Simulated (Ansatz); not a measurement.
Starting cell, Ge (diamond):

```xyz
4
Lattice="0.0000 5.7617 5.7617 2.8808 0.0000 2.8808 2.8808 2.8808 0.0000" Properties=species:S:1:pos:R:3 pbc="T T T"
Ge     2.8808     2.8808     2.8808
Ge     2.8808     5.7617     5.7617
Ge     4.3213     4.3213     4.3213
Ge     4.3213     7.2021     7.2021
```

A phonon eigenvector at L = (0.5, 0.0, 0.0) is frozen into this cell: atom i moves by Q times the vector below, so Q is the largest atomic displacement, in Å. The cell is held. It is one choice among 2 degenerate patterns. (q is in reciprocal vectors of the primitive cell; the cell shown is doubled to hold the pattern.)

| atom | x | y | z |
|---|---|---|---|
| Ge1 | 0.285 | -0.520 | 0.805 |
| Ge2 | -0.285 | 0.520 | -0.805 |
| Ge3 | 0.285 | -0.520 | 0.805 |
| Ge4 | -0.285 | 0.520 | -0.805 |

These are PBE (plane waves to 420 eV, PAW, scalar-relativistic; Ansatz, a quantum-chemistry and plane-wave program) values and carry that method's errors. k mesh 7×14×14 (Γ-centred), Fermi-Dirac smearing 0.05 eV. The energy includes the smearing's −TS. With partly filled bands, energies and forces of such displacements shift with the k mesh and the smearing. Ge was relaxed with its symmetry unable to fall. The zero of ΔE is the undisplaced structure.

The scan covers Q from -0.180 to 0.180 Å in 13 points.

### Question
Which space group does the distorted structure have?

### Answer
P-1 (No. 2), lowered from Fd-3m.

### Question
What is the energy change at Q = 0.180 Å?

### Answer
63 meV/cell.

### Question
What harmonic wavenumber does the curvature at Q = 0 give?

### Answer
59 cm⁻¹.

(For displaced atoms, the force is minus the slope of the energy, and its curvature is a force constant, which sets phonon frequencies.)
